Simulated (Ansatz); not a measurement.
**CrRh₃ (Pm-3m): spiral energies by the generalised Bloch theorem**

Geometry: a structure from the Materials Project; nothing is relaxed.

Functional, mesh and filling: PBEsol, 8×8×8 k mesh, Fermi–Dirac smearing of 0.05 eV. PAW means Ansatz 0.2.0 on its default frozen-core files. Site moments are integrated in spheres about the atoms.

The reference run was typed so:

```yaml
crystal:
  lattice:
    - [3.7905530633, 0.0, 0.0]
    - [0.0, 3.7905530633, 0.0]
    - [0.0, 0.0, 3.7905530633]
  atoms:
    - { symbol: Cr, position: [0.0, 0.0, 0.0], spin: 1.8, spin_axis: [1.0, 0.0, 0.0] }
    - { symbol: Rh, position: [0.0, 0.5, 0.5], spin: 0.2, spin_axis: [-1.0, 0.0, 0.0] }
    - { symbol: Rh, position: [0.5, 0.5, 0.0], spin: 0.2, spin_axis: [-1.0, 0.0, 0.0] }
    - { symbol: Rh, position: [0.5, 0.0, 0.5], spin: 0.2, spin_axis: [-1.0, 0.0, 0.0] }
magnetization:
  noncollinear: true
  spin_spiral: { q: [0.0, 0.0, 0.0] }
kpoints:
  mp_grid: { grid: [8, 8, 8] }
scf:
  occupations: { method: fermi_dirac, width: 0.05 }
  lower_state_search: "off"
hamiltonian:
  xc: pbesol
  pseudopotentials: { kind: paw }
output:
  eigenvalues: false
```

Command: `ansatz run input.yaml --threads 2 --pin off --max-ram 6144MiB --backend cpu --events-out ev --progress --plain --runs-dir out`

The input for «spiral at 0.5 of the way from Γ to M» by PAW differs from it in these lines, output keys apart:

```diff
-  spin_spiral: { q: [0.0, 0.0, 0.0] }
+  spin_spiral: { q: [0.25, 0.25, 0.0] }
```

Flat spirals without spin–orbit coupling: moments start in the xy plane and turn about z by q·R from cell to cell, and their directions inside a cell are free. q runs from Γ to M = (0.500, 0.500, 0.000) in reciprocal cell vectors. Energies count from each method's run at q = 0. Each q is a vector of the k mesh, and the mesh is shifted by q/2 where needed, so that both spin components are sampled on the same points as at q = 0. In Ansatz a GGA is taken by the program's default for non-collinear spins.

| fraction of Γ–M | q (1/Å) | ΔF PAW (meV/cell) | largest moment, PAW (μB) |
| --- | --- | --- | --- |
| 0.000 | 0.000 | 0.0 | 1.82 |
| 0.250 | 0.293 | +22.1 | 1.81 |
| 0.500 | 0.586 | +73.1 | 1.72 |
| 0.750 | 0.879 | +115.2 | 1.59 |
| 1.000 | 1.172 | +123.6 | 1.54 |

q = 0 is the lowest point of the line, so the state at q = 0 is stable against these spirals.

The PAW files were made with PBE; the program remakes their cores once for the run's functional and then keeps them frozen. The Ansatz runs typed with the search for lower states off end where their start leads. These are results for the start and cell typed. The real compound can order otherwise, in a larger cell, or not at all, since semilocal functionals without spin fluctuations often overstate magnetism; near a collapse of the moment, mesh and smearing move it by tens of per cent.
